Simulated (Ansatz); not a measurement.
Here is the system:

BN (wurtzite, P6_3mc), a = 2.5345 Å, b = 2.5345 Å, c = 4.1902 Å, α = 90.00°, β = 90.00°, γ = 120.00°.

This is the HSE06-relaxed structure.

### Question
All from the program Ansatz at the HSE06 level (PAW), unless another level is named. Estimate the band gap.

### Answer
6.51 eV (indirect).

### Question
And the smallest direct gap on the standard path?

### Answer
10.01 eV.

### Question
Predict the valence-band maximum.

### Answer
at Γ.

### Question
Give the conduction-band minimum.

### Answer
at K (2 equivalent valleys).

The HSE06 relaxation kept the symmetry of its start. The hybrid was solved on a coarse mesh, the path and, where they were found, the r²SCAN edge points; its band edges are the extreme levels among these.

Potentials: the earlier of the program's two PAW sets. The files were generated under PBE; for other functionals the program regenerates the frozen cores, and for LDA and PBEsol the local potential too.
